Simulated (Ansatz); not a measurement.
SiBi₂O₅ in space group Cmcm (No. 63; Pearson symbol oS32), the program Ansatz at the r²SCAN level (PAW), all energies at zero smearing, with the estimated change up to a 700 eV cutoff added, with one set of potentials and settings (totals compare only within such a set). Cell of 16 atoms (2 Si, 4 Bi, 10 O): -56623.037 eV.

```csv
element,reference phase,E (eV/atom)
Si,"Fd-3m, 2 atoms in the cell",-639.0665
Bi,"R-3m, 2 atoms in the cell",-12413.3336
O,"C2/m, 4 atoms in the cell, spin-polarised",-566.0346
```

Formation energy per atom, worked out: (-56623.037 − 2×(-639.0665) − 4×(-12413.3336) − 10×(-566.0346))/16 = -1.951 eV/atom (-188 kJ per mol of atoms), at 0 K, without zero-point energy or fitted corrections.

The start of the workflow was typed in or built on a structure type; neither database checked (COD, Materials Project) lists it. Its standing as an ambient phase is unchecked. The r²SCAN relaxation kept the symmetry of its start; whether a distortion lowers the energy is not shown. The references are the lowest solids computed at this level, not always the standard phases (solids in place of the gases). Scalar-relativistic: spin–orbit coupling is off unless named, which matters more the heavier the elements.

Potentials: the earlier of the program's two PAW sets.
